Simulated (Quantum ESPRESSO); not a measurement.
Field gradients of TiTe2 from the PAW reconstruction of the field gradient on a scalar-relativistic PBE ground state (a modified build of Quantum ESPRESSO, JTH datasets), 20 Ha, k-mesh 12×12×6 through Γ:

```
TiTe2
1.0
    3.82421     0.00000     0.00000
   -1.91210     3.31186     0.00000
    0.00000     0.00000     6.71825
Ti Te
1 2
Cartesian
  0.00000   0.00000   0.00000
  1.91210   1.10395   5.03755
  0.00000   2.20791   1.68070
```
Geometry: a computed entry of the Materials Project; it was not checked against measured cells. It is TiTe2 in P-3m1; whether this form has been observed was not checked. Stability against distortions was not tested. Forces on the atoms reach 0.22 eV/Å at this level. The layers lie 3.4 Å apart; this gap hangs on dispersion, and neither it nor the stacking was checked against the measured crystal. The run has no spin polarisation.

Vzz is the sum of three terms, each taken along its main axis: the smooth valence density, the ions (nucleus and frozen core) with the augmentation charges of all other spheres, and the all-electron minus smooth density in the atom's own sphere. The split hangs on the datasets.  Cores are frozen. Ti, Te had no test against all-electron runs. Spin–orbit coupling is left out, a limit on Te. The run is metallic or nearly gapless at this level (smeared occupations), so gradients converge slowly with the k-mesh.

```
site             smooth valence density  ions and other spheres  own sphere  Vzz (a.u.)
---------------  ----------------------  ----------------------  ----------  ----------
Ti (atom 1)                       0.070                  -0.081           …           …
Te (atoms 2, 3)                  -0.008                   0.000           …           …
```

**Question.** Some entries are withheld; supply them.

**Answer.** 
- Ti (atom 1), own sphere: -0.281
- Ti (atom 1), Vzz (a.u.): -0.293
- Te (atoms 2, 3), own sphere: -0.825
- Te (atoms 2, 3), Vzz (a.u.): -0.833
